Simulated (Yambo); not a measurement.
Yambo run on BaTiO3 (space group P4mm, No. 99). The wavefunctions are norm-conserving PBEsol (Quantum ESPRESSO, 84 Ry, without SOC) ones on a 4×4×4 mesh (20 occupied bands); a = b = 3.9904 Å, c = 4.1027 Å, α = β = γ = 90.00°.

Yambo input:

```
rim_cut
gw0
dyson
el_el_corr
HF_and_locXC
ppa
em1d
RandQpts= 1000000
RandGvec= 1 Ry
EXXRLvcs= 84 Ry
VXCRLvcs= 336 Ry
Chimod= "HARTREE"
% BndsRnXp
 2 | 127 |
%
NGsBlkXp= 8 Ry
% LongDrXp
 1.0 | 1.0 | 1.0 |
%
PPAPntXp= 27.2114 eV
% GbndRnge
 1 | 52 |
%
GTermKind= "BG"
DysSolver= "n"
ExtendOut
% QPkrange
 1 | 1 | 20 | 21 |
 18 | 18 | 20 | 20 |
%
```

k points by index: 1 = Γ, 18 = A.

Resulting energies as the program prints them:

```
#    K-point    Band    Eo [eV]    E [eV]    E-Eo [eV]    Vxc [eV]    Vnlxc [eV]    Sc|Eo [eV]    Sc|E [eV]    dSc/dw|Eo [eV]    Re(Z)    Im(Z)
#
    1    20    -0.434664    -0.747745    -0.313082    -19.70727    -24.30459    4.193814    4.284245    -7.856725    0.775956    -0.001349
    1    21    1.809436    3.015604    1.206168    -18.74413    -11.42538    -5.781049    -6.112580    -7.478423    0.784418    -0.001436
    18    20    0.000000    -0.295803    -0.295803    -19.74405    -24.84959    4.721435    4.809739    -8.119633    0.770182    -0.001379
```
(The two width columns are left out.) Convergence of these settings isn't established.

Geometry of the Materials Project entry, not relaxed at this level.
